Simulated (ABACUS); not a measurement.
Band structure of SiC (P6_3mc, 8 atoms in the cell; from Materials Project mp-11714, lattice scaled a little).

```xyz
8
Lattice="3.1357 0.0000 0.0000 -1.5678 2.7156 0.0000 0.0000 0.0000 10.2670" Properties=species:S:1:pos:R:3 pbc="T T T"
Si     1.5678     0.9052     9.6288
Si     0.0000     1.8104     4.4953
Si     0.0000     0.0000     7.0626
Si     0.0000     0.0000     1.9291
C      1.5678     0.9052     7.6982
C      0.0000     1.8104     2.5647
C      0.0000     0.0000     5.1382
C      0.0000     0.0000     0.0047
```

Level of theory: LDA (PW92), PseudoDojo 0.4 standard norm-conserving LDA (tails mended) pseudopotentials (plane waves; ABACUS 3.10.1).

Settings: KPT = Gamma 10 10 3 0 0 0; basis_type = pw; dft_functional = PWLDA; ecutwfc = 82 Ry; smearing_method = fixed; potentials = PseudoDojo 0.4 standard norm-conserving LDA (tails mended); symmetry = 1; symmetry_prec = 1e-05; nbands = 28; ks_solver = dav_subspace; scf_nmax = 100; scf_thr = 1.0e-09 Ry; mixing_type = broyden.

The structure comes from a collection of computed structures, made at another level of theory; the collection holds predicted forms beside known ones. Its lattice was then scaled.

Predict the gap along the standard path and the places of the band edges.

The gap along the path is 2.17 eV, from Γ to M; the smallest direct gap on it is 3.28 eV.

Points are given in units of this cell's reciprocal vectors. Levels in eV from the top of the valence band on the path, bands 13 to 20:
```json
[
 {"point": "Γ (0 0 0)", "13": "-0.58", "14": "-0.05", "15": "0.00", "16": "0.00", "17": "4.58", "18": "5.16", "19": "5.70", "20": "5.77"},
 {"point": "M (0.5 0 0)", "13": "-2.30", "14": "-2.16", "15": "-1.54", "16": "-1.11", "17": "2.17", "18": "2.25", "19": "3.97", "20": "4.34"},
 {"point": "K (0.333 0.333 0)", "13": "-3.84", "14": "-2.77", "15": "-2.77", "16": "-1.65", "17": "3.87", "18": "3.87", "19": "4.86", "20": "5.33"},
 {"point": "A (0 0 0.5)", "13": "-0.20", "14": "-0.20", "15": "-0.20", "16": "-0.20", "17": "4.78", "18": "4.78", "19": "6.20", "20": "6.20"},
 {"point": "L (0.5 0 0.5)", "13": "-2.43", "14": "-2.43", "15": "-1.52", "16": "-1.52", "17": "2.55", "18": "2.55", "19": "4.00", "20": "4.00"},
 {"point": "H (0.333 0.333 0.5)", "13": "-2.69", "14": "-2.69", "15": "-2.37", "16": "-2.37", "17": "3.15", "18": "3.15", "19": "6.31", "20": "6.31"}
]
```

“Tails mended”: in these copies of the files the far tail of each local potential was reset to the Coulomb form.
